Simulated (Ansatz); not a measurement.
Ta4C3: generalised stacking fault

Theory: DFT PBEsol, scalar-relativistic, plane waves, PAW (Ansatz). The runs took a 420 eV cutoff, a Γ-centred 9×9×5 mesh and Gaussian smearing (0.15 eV). Spin–orbit coupling is left out, which can shift energies with elements as heavy as these. No spin polarisation. Energies are free energies at this smearing, counted from the undisturbed cell; pressure is positive in compression.

The starting cell (relaxed at this level; it needn't be the usual structure):

```
CELL_PARAMETERS angstrom
0.00000 -4.40260 0.00000
0.00000 0.00000 -4.40260
8.80520 0.00000 0.00000
ATOMIC_POSITIONS crystal
Ta 0.50000 0.50000 0.87500
Ta 0.50000 0.50000 0.37500
Ta 0.00000 0.50000 0.12500
Ta 0.00000 0.50000 0.62500
Ta 0.50000 0.00000 0.12500
Ta 0.50000 0.00000 0.62500
Ta 0.00000 0.00000 0.37500
Ta 0.00000 0.00000 0.87500
C 0.00000 0.00000 0.12500
C 0.00000 0.00000 0.62500
C 0.50000 0.00000 0.87500
C 0.50000 0.00000 0.37500
C 0.00000 0.50000 0.87500
C 0.00000 0.50000 0.37500
```

The cut lies on the cell's a–b face, a (1 0 0) plane (indices in the standard cell, whose axes needn't be the Cartesian ones shown) of area 19.38 Å², between layers 2.20 Å apart. Vector c is tilted by f times 1·a − 1·b (length 6.226 Å) with the atoms' Cartesian places fixed: one unrelaxed fault a cell. The cell is metallic on the mesh throughout.

```csv
f,γ (mJ/m²),"shear traction, the slope of γ along the slip (GPa)"
0.0000,0,0.0
0.0833,772,27.5
0.1667,2363,28.7
0.2500,3189,-0.5
0.3333,?,?
0.4167,?,?
0.5000,-370,0.0
```

By symmetry 0.6667 repeats 0.3333, 0.8333 repeats 0.1667, 0.5833 repeats 0.4167, 0.7500 repeats 0.2500, 0.9167 repeats 0.0833 in energy, with the opposite slope along the path.

(1) Give the withheld values.

## Answers

(1) γ (mJ/m²) at f = 0.3333: 2238; shear traction, the slope of γ along the slip (GPa) at f = 0.3333: -31.9; γ (mJ/m²) at f = 0.4167: 495; shear traction, the slope of γ along the slip (GPa) at f = 0.4167: -30.1.

Cost: 7 runs of about 9.6 core-minutes in all, on Intel Xeon Platinum 8488C (Sapphire Rapids) (shared hosts).